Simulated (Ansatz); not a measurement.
Does relaxation matter for the field gradients of Cs₂AgBiBr₆?

Start: a measured structure from the Crystallography Open Database (COD), atoms as given.

Space group Fm-3m (No. 225); a = 11.2322 Å.

```
site  Wyckoff  site symmetry       x       y       z
  Cs       8c           -43m  0.2500  0.2500  0.2500
  Ag       4b           m-3m  0.5000  0.5000  0.5000
  Bi       4a           m-3m  0.0000  0.0000  0.0000
  Br      24e           4m.m  0.5000  0.2505  0.5000
```

One atom of each set is listed; the run and its k-mesh use a cell of 10 atoms with edges of 7.94, 7.94, 7.94 Å.

The numbers come from a DFT calculation in Ansatz (PBE, plane waves and PAW, scalar-relativistic, 420 eV cutoff, Γ-centred 5×5×5 k-points, Fermi–Dirac smearing 0.02 eV).

The largest force at the start is 0.29 eV/Å. Relaxing the ions at fixed cell moves them by 0.031 Å at most (atom 5, Br) and 0.024 Å rms.

| site | moved (Å) | first shell before | first shell after | V_zz before (10²¹ V/m²) | η before |
| --- | --- | --- | --- | --- | --- |
| Br | 0.031 | 1 Ag at 2.80 Å, 1 Bi at 2.81 Å, angle 180° | 1 Ag at 2.77 Å, 1 Bi at 2.84 Å, angle 180° | 29.1 | 0.00 |

Question: What are V_zz and η after the relaxation?

Answer: 

```tsv
site	V_zz after	η after	change of V_zz
Br	29.7	0.00	+0.69
```

The largest change of V_zz is on Br, from 29.1 to 29.7. In per cent, |V_zz| changes by +2 on Br (all sites that start above 0.5). Sites without a gradient aren't listed.

Without spin–orbit coupling the gradients at and beside Bi can be off by some per cent, at some sites by more.
